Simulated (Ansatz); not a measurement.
Method: DFT PBE, scalar-relativistic, plane waves, PAW in Ansatz 0.2.0. Plane waves to 420 eV, a 12×12×12 mesh through Γ for the 6-atom cell and 0.10 eV Gaussian smearing; no spin polarisation.

Formation energies are uncorrected and refer to the elements' standard structures at the same level (F₂ as a molecule).

**Question.** Find a candidate trigonal metal with formula Li₃TlF₂, with a formation energy near −1.66 eV/atom and about 18 Å³ per atom, in a cell of 6 atoms.

**Answer.** Li₃TlF₂, space group R-3m (No. 166). Li has 2 F at 1.83 Å, 2 Tl at 3.17 Å, 4 Li at 3.17 Å, 2 F at 3.54 Å, 2 Tl at 3.60 Å and 4 Li at 3.60 Å; Tl has 2 F at 3.17 Å, 6 Li at 3.17 Å and 6 Li at 3.60 Å; F has 3 Li at 1.83 Å, 1 F at 2.96 Å and 1 Tl at 3.17 Å.

```yaml
crystal:
  lattice:
    - [3.17413, 1.83258, 3.09919]
    - [-3.17413, 1.83258, 3.09919]
    - [0.00000, -3.66517, 3.09919]
  atoms:
    - { symbol: Li, position: [0.50000, 0.50000, 0.00000] }
    - { symbol: Li, position: [0.50000, 0.00000, 0.50000] }
    - { symbol: Li, position: [0.00000, 0.50000, 0.50000] }
    - { symbol: Tl, position: [0.00000, 0.00000, 0.00000] }
    - { symbol: F, position: [0.65940, 0.65940, 0.65940] }
    - { symbol: F, position: [0.34060, 0.34060, 0.34060] }
```

| Property | Result |
| --- | --- |
| Volume per atom | 18.0 Å³ |
| Density | 4.0 g/cm³ |
| Energy over the elements | −1.66 eV/atom |
| Gap on the 12×12×12 mesh of the 6-atom cell | 0 eV (a metal) |

It was reached by relaxing an invented guess, and it needn't be the stable form of this composition. The answer needn't be unique; the calculation gave this one.

Weakly bound directions are ill-defined at this level, which has no dispersion term. Spin–orbit coupling, which can matter for Tl, is left out. A structure relaxed within its symmetry needn't be a true minimum.
